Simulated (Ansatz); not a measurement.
Hf:
```
CELL_PARAMETERS angstrom
      3.19803     0.00000     0.00000
     -1.59902     2.76958     0.00000
      0.00000     0.00000     5.04572
ATOMIC_POSITIONS crystal
  Hf 0.33333 0.66667 0.75000
  Hf 0.66667 0.33333 0.25000
```

Relaxed with r²SCAN. Special points in fractions of this cell's reciprocal vectors: Γ (0.000, 0.000, 0.000); M (0.500, 0.000, 0.000); K (0.333, 0.333, 0.000); A (0.000, 0.000, 0.500); L (0.500, 0.000, 0.500); H (0.333, 0.333, 0.500).

Q: List the band energies nearest the Fermi level at these points for DFT-r²SCAN in the program Ansatz with PAW potentials.

A: In eV from the Fermi level; about four levels below and three above (degenerate sets whole), none deeper than 8.9 eV; points with the same levels are listed once.

| k | below | above |
|---|---|---|
| Γ | -7.78 -3.87 | 0.45 1.29 1.29 |
| M | -3.52 -2.89 -2.35 -1.02 | 0.92 0.93 1.81 |
| K | -2.23 -1.98 -1.98 -1.61 | 0.42 0.42 2.23 |
| A | -5.70 -5.70 | 0.14 0.14 1.18 1.18 1.18 1.18 |
| L | -3.56 -3.56 -1.04 -1.04 | 1.10 1.10 2.85 2.85 |
| H | -1.60 -1.60 -0.34 -0.34 | 2.76 2.76 5.31 5.31 |

Space group P6_3/mmc (hcp (Mg type)). The cell was relaxed with r²SCAN under the symmetry of its start. No spin polarisation was allowed. Spin–orbit coupling is left out wherever it is not named.

Potentials: the earlier of the program's two PAW sets.
